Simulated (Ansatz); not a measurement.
One crystal and one scan (generalised stacking-fault energy along a line) at two levels, r2SCAN (plane waves to 500 eV, PAW, scalar-relativistic; Ansatz, a quantum-chemistry and plane-wave program) and PBE (plane waves to 420 eV, PAW, scalar-relativistic; Ansatz), each from its own relaxed cell and on its own mesh. The cell shown is that of r2SCAN.

KCl (rock salt) is sheared across one {110} plane: the third cell vector gains the shift, so faults repeat every 6.7 Å. The cut lies between planes 2.22 Å apart; the cell height is held.

```
CELL_PARAMETERS angstrom
      4.44934     0.00000     0.00000
      0.00000     6.29231     0.00000
      2.22467     3.14616     6.67400
ATOMIC_POSITIONS crystal
  Cl 0.00000 0.00000 0.83333
  Cl 0.33333 0.33333 0.16667
  Cl 0.66667 0.66667 0.50000
  K  0.00000 0.50000 0.83333
  K  0.33333 0.83333 0.16667
  K  0.66667 0.16667 0.50000
```

In-plane vectors a = (4.449, 0.000) Å, b = (0.000, 6.292) Å, area 28.00 Å². The shift is s times the vector a (length 4.449 Å), so s = 1 restores the start. Atoms relax along the normal only. γ = [E(shift) − E(0)] / area.

Energies are extrapolated to zero smearing. KCl was relaxed with its symmetry unable to fall. Faults lie only 6.7 Å apart, and holding the cell height raises γ above its relaxed value. Faults lie only 6.8 Å apart, and holding the cell height raises γ above its relaxed value. Some relaxations began with atoms very close together and may have settled on another branch. Percentages come from the unrounded values. Both scans cover s from 0.000 to 0.917.

Results of r2SCAN:

```
Item                                                                                  Result
------------------------------------------------------------------  ------------------------
Lattice constant a (Å)                                                                 6.292
Highest computed γ on the line (mJ/m²)                                                   374
Steepest slope dγ/d(shift) before the first maximum (spline) (GPa)                       2.7
Position of the highest point                                                      s = 0.500
Local minima between the ends                                       no computed point is one
```

Task: Estimate the PBE values.

Result: 
```
quantity                                                              PBE     r2SCAN − PBE
------------------------------------------------------------------  -----  ---------------
Lattice constant a (Å)                                              6.381  -0.089 (-1.4 %)
Highest computed γ on the line (mJ/m²)                                281      +93 (+33 %)
Steepest slope dγ/d(shift) before the first maximum (spline) (GPa)    2.0             +0.7
```

r2SCAN gives the higher value for: highest computed γ on the line; steepest slope dγ/d(shift) before the first maximum. r2SCAN gives the lower value for: lattice constant a. Both give the same position of the highest point: s = 0.500.

(The slope of γ gives the shear force per area between the displaced halves; near zero shift its curvature is an elastic stiffness.)
